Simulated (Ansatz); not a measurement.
ZrHg (space group P4/mmm)

```cif
data_HgZr
_chemical_formula_sum 'Zr1 Hg1'
_space_group_name_H-M_alt 'P 1'
_space_group_IT_number 1
_cell_length_a 3.10973
_cell_length_b 3.10973
_cell_length_c 4.23500
_cell_angle_alpha 90.000
_cell_angle_beta 90.000
_cell_angle_gamma 90.000
loop_
_space_group_symop_operation_xyz
  'x, y, z'
loop_
_atom_site_label
_atom_site_type_symbol
_atom_site_fract_x
_atom_site_fract_y
_atom_site_fract_z
_atom_site_occupancy
Zr1 Zr 0.50000 0.50000 0.50000 1
Hg1 Hg 0.00000 0.00000 0.00000 1
```

E(V) scan at fixed shape, V₀ the volume above. Symmetry pins the atoms to their sites.

Computed with PBEsol (plane waves to 420 eV, PAW, scalar-relativistic; Ansatz, an electronic-structure program). k mesh 15×15×11 (Γ-centred), Fermi-Dirac smearing 0.05 eV. Energies are smeared free energies. Stress and pressure are positive under compression. Spin-orbit coupling is left out, though Hg is heavy. ZrHg is run without spin polarisation. ZrHg was relaxed with its symmetry unable to fall. The zero of ΔE is the relaxed starting cell.

### Question
What ΔE (kJ/mol of atoms) and P (GPa) does the calculation give at V/V₀ = 0.867, 0.947, 0.973, 1.053, 1.080, 1.107, 1.133, 1.160?

### Answer
| V/V₀ | ΔE (kJ/mol of atoms) | P (GPa) |
|---|---|---|
| 0.867 | 16.8 | 23.3 |
| 0.947 | 2.3 | 7.3 |
| 0.973 | 0.5 | 3.4 |
| 1.053 | 1.9 | -5.4 |
| 1.080 | 4.0 | -7.5 |
| 1.107 | 6.8 | -9.4 |
| 1.133 | 10.1 | -10.9 |
| 1.160 | 13.9 | -12.2 |

(A scan under strain: stresses follow from slopes of the energy per volume, elastic moduli from its curvatures.)
